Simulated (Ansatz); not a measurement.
An elastic tensor (GPa, Voigt order, standard axes) from PBEsol in the plane-wave PAW code Ansatz:

```
 92.5   28.0   27.5  -21.5    0.0    0.0
 28.0   92.5   27.5   21.5    0.0    0.0
 27.5   27.5   48.7    0.0    0.0    0.0
-21.5   21.5    0.0   37.4    0.0    0.0
  0.0    0.0    0.0    0.0   37.4  -21.5
  0.0    0.0    0.0    0.0  -21.5   32.2
```

### Question
Pick the material that matches.
A) Al3SiCN3, P3m1 (Pearson symbol hP8)
B) Sb, A7 (α-As type)
C) MgInGaO4, R3m (Pearson symbol hR7)
D) CdSiN2, R-3m (Cd on 3a, Si on 3b, N on 6c)

### Answer
B, Sb, A7 (α-As type)

The cell was relaxed with PBEsol under the symmetry of its start. As this level gives no gap, shear constants depend on the k-mesh and smearing (Fermi–Dirac, 0.1 eV here). Scalar-relativistic: spin–orbit coupling is off unless named, which matters more the heavier the elements.

Potentials: the earlier of the program's two PAW sets. The files were generated under PBE; for other functionals the program regenerates the frozen cores, and for LDA and PBEsol the local potential too.
